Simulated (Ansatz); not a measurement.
According to plane-wave PAW PBEsol (Ansatz code), MoPd in the rock salt structure (Fm-3m) relaxes to a = 5.145 Å. Pd has 6 nearest neighbours from 2.57 Å (octahedral); Mo has 6 nearest neighbours from 2.57 Å (octahedral). Its formation energy from the elements is 1.14 eV/atom, with no fitted shifts.

Electronic character: metallic (no gap). Gap from PBEsol with spin–orbit coupling: none (metallic).

An equation-of-state fit gives a bulk modulus of 192 GPa. The relaxed-ion elastic constants in GPa are C11 = 293, C12 = 142, C44 = -8.7. The highest mode at Γ lies at 17.7 meV.

The start of the workflow was typed in or built on a structure type; neither database checked (COD, Materials Project) lists it. Its standing as an ambient phase is unchecked. The PBEsol relaxation kept the symmetry of its start. At this level the phase is mechanically unstable. The run is not spin-polarised. Its formation energy is positive at this level, so the cell may be metastable or incomplete. As this level gives no gap, shear constants depend on the k-mesh and smearing (Fermi–Dirac, 0.1 eV here). The references are the lowest solids computed at this level, not always the standard phases. Spin–orbit coupling is left out wherever it is not named.

Potentials: the later of the program's two PAW sets.
